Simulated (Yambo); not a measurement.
Absorption of NaYS$_{2}$ (space group R-3m, No. 166) with and without the electron-hole interaction (Yambo, PBEsol bands; 6×6×6 mesh, 6 valence and 10 conduction bands, static screening with 49 bands and a 4 Ry block, scissor 1.68 eV, Tamm-Dancoff; field along x). Axes are Cartesian, with cell vectors (Å) (1.97, 1.14, 6.58), (-1.97, 1.14, 6.58), (0.00, -2.27, 6.58).

```csv
E (eV),"Im ε, BSE","Im ε, independent quasiparticles"
3.21,0.53,0.20
3.31,0.62,0.22
3.41,0.75,0.25
3.51,0.92,0.27
3.61,1.16,0.30
3.71,1.53,0.34
3.82,2.13,0.39
3.92,3.20,0.45
4.02,5.29,0.53
4.12,9.63,0.64
4.22,15.6,0.80
4.32,15.2,1.03
4.42,12.7,1.41
4.52,10.9,2.08
4.62,8.99,3.30
4.72,6.39,5.04
4.82,4.79,6.79
4.92,4.08,8.40
5.02,3.67,10.0
5.12,3.40,11.9
5.22,3.23,11.4
5.32,3.42,7.98
5.42,4.01,5.88
5.52,4.53,4.84
5.62,4.60,3.99
5.72,4.89,3.56
5.82,5.52,3.64
5.92,5.78,3.91
6.02,5.97,4.26
6.12,7.50,4.54
6.22,10.0,4.33
6.32,11.8,3.89
6.43,11.0,3.72
6.53,10.6,4.06
6.63,11.3,4.87
6.73,10.1,5.71
6.83,9.08,5.86
6.93,9.03,5.83
7.03,8.66,6.08
7.13,8.32,6.76
7.23,8.04,7.25
7.33,7.86,7.11
7.43,7.00,6.84
7.53,6.49,7.15
7.63,6.33,7.98
7.73,6.41,8.89
7.83,6.11,9.07
7.93,5.29,8.81
8.03,4.54,8.57
8.13,4.16,8.13
8.23,4.04,8.07
8.33,3.73,8.59
8.43,3.37,8.49
8.53,3.31,8.43
8.63,3.30,8.21
8.73,3.22,7.36
8.83,2.99,6.34
8.94,2.78,5.95
9.04,2.55,5.80
9.14,2.58,5.68
9.24,2.59,5.67
9.34,2.65,5.22
9.44,2.49,4.58
9.54,2.50,4.27
9.64,2.40,4.29
9.74,2.48,4.51
9.84,2.28,4.27
9.94,2.29,3.84
10.04,2.15,3.64
10.14,2.16,3.65
```

The scissor comes from a G0W0 run whose convergence isn't established. Broadening 0.15 eV. The band window holds all transitions up to 11.7 eV. Fine structure above the onset can come from the mesh.

Geometry relaxed with PBEsol; primitive cell a = b = c = 6.964 Å, α = β = γ = 32.83°.
